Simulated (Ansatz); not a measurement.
TePb (rock salt, Fm-3m), LDA (plane waves, PAW; program Ansatz). The conduction-band minimum lies at L, with 4 equivalent valleys. Second derivatives d²E/dk² of the lowest band at one valley (eV·Å²), along Cartesian directions:

```
direction  d²E/dk²
---------  -------
[100]        64.62
[010]        64.62
[001]        64.62
[110]        48.44
[101]        81.49
[011]        81.49
```

Find the principal effective masses, the density-of-states mass and the conductivity mass.

Off-diagonal terms follow from H_xy = H[110] − (H_xx + H_yy)/2, and m*/mₑ = 7.620 eV·Å² over each eigenvalue: 0.093, 0.094, 0.24. One valley's DOS mass (m₁m₂m₃)^(1/3) = 0.13, conductivity mass 3/(Σ 1/mᵢ) = 0.12 mₑ.

What effective density of states Nc follows at 300 K for parabolic valleys?

Nc = 2.509e19 × 4 × (0.13)^(3/2) ≈ 4.7e18 cm⁻³.

Symmetry was held in the LDA relaxation; of distortions, only those at the zone centre were tested. Scalar-relativistic: spin–orbit coupling is off unless named, which matters more the heavier the elements.

Potentials: the later of the program's two PAW sets.

Edges and masses are those of Kohn–Sham bands, whose gap is no quasiparticle gap.
